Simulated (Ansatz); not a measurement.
**Sb: levels along high-symmetry lines**

```
Sb
1.0
     2.15060    1.24165    3.74400
    -2.15060    1.24165    3.74400
     0.00000   -2.48330    3.74400
Sb
2
Direct
  0.23364 0.23364 0.23364
  0.76636 0.76636 0.76636
```

Atoms are numbered in the order listed.

The structure is an experimental refinement, used without relaxation.

Spin–orbit coupling is left out, though it moves levels of the heavy atoms by tenths of an eV or more.

Method: DFT, LDA, all-electron LAPW, scalar-relativistic (Ansatz 0.2.0).

Numerical set-up: a Γ-centred 12×12×12 k mesh, Fermi–Dirac smearing of 0.03 eV, basis error target 0.5 meV/atom, no spin polarisation.

Points in fractions of the reciprocal vectors of this cell: Γ (0, 0, 0), T (0.5, 0.5, 0.5), H2 (0.76, 0.24, 0.5), H0 (0.5, -0.24, 0.24), L (0.5, 0, 0), S0 (0.37, -0.37, 0), S2 (0.63, 0, 0.37), F (0.5, 0, 0.5). The path joins them by straight lines in the order Γ–T–H2–H0–L–Γ–S0–S2–F; legs that retrace an earlier one aren't tabulated. Energies are in eV from the Fermi level.

(1) Is there a gap?

(2) List the levels between -8 and 4 eV at the symmetry points.

Results:

(1) None at this level of theory (metallic, semimetallic, or a small gap that the functional closes).

(2) 
Γ: -4.92, -2.04, -1.78 (×2), 2.12, 2.71 (×2)
T: -1.28 (×2), -0.51, 0.14 (×2), 1.10
H2: -4.98, -4.85, -0.71, 0.69
H0: -4.98, -4.85, -0.71, 0.69
L: -1.90, -1.79, -0.28, -0.22, 0.19, 0.50
S0: -5.29, -3.16, -2.92, 2.83, 3.20
S2: -5.29, -3.16, -2.92, 2.83, 3.20
F: -5.45, -3.74, -3.65, 1.58
